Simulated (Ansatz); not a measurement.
Simulated powder pattern, Cu Kα, λ = 1.54184 Å (kinematic, ideal powder, no thermal factors, no anomalous dispersion; the 30 strongest lines at most, above 1 %, up to 2θ = 90°):

| 2θ (°) | d (Å) | I/Imax (%) |
|---|---|---|
| 15.37 | 5.767 | 14 |
| 31.02 | 2.883 | 33 |
| 34.77 | 2.580 | 100 |
| 39.30 | 2.292 | 49 |
| 42.43 | 2.130 | 5.0 |
| 54.33 | 1.689 | 28 |
| 59.20 | 1.561 | 24 |
| 61.56 | 1.506 | 1.6 |
| 63.88 | 1.457 | 18 |
| 64.65 | 1.442 | 4.6 |
| 68.34 | 1.373 | 20 |
| 70.52 | 1.335 | 11 |
| 73.39 | 1.290 | 7.7 |
| 84.54 | 1.146 | 7.4 |
| 86.62 | 1.124 | 4.9 |

The pattern belongs to a structure relaxed with plane-wave PAW PBEsol (Ansatz code).

**Question.** Pick the material that matches.
A. Y2N, anti-CdI2 type
B. FeCo, Fd-3m (Fe on 8b, Co on 8a)
C. NbCuN2, R-3m (Nb on 3b, Cu on 3a, N on 6c)
D. NbRu, rock salt

**Answer.** C, NbCuN2, R-3m (Nb on 3b, Cu on 3a, N on 6c)

**Question.** Give the lattice parameters.

**Answer.** a = 3.121 Å, c = 17.300 Å.

The start of the workflow was typed in or built on a structure type; neither database checked (COD, Materials Project) lists it. Whether it is the stable phase at ambient conditions was not checked. The PBEsol relaxation kept the symmetry of its start; of distortions, only those at the zone centre were tested. The workflow began spin-polarised and lost its moments.

Potentials: the earlier of the program's two PAW sets.
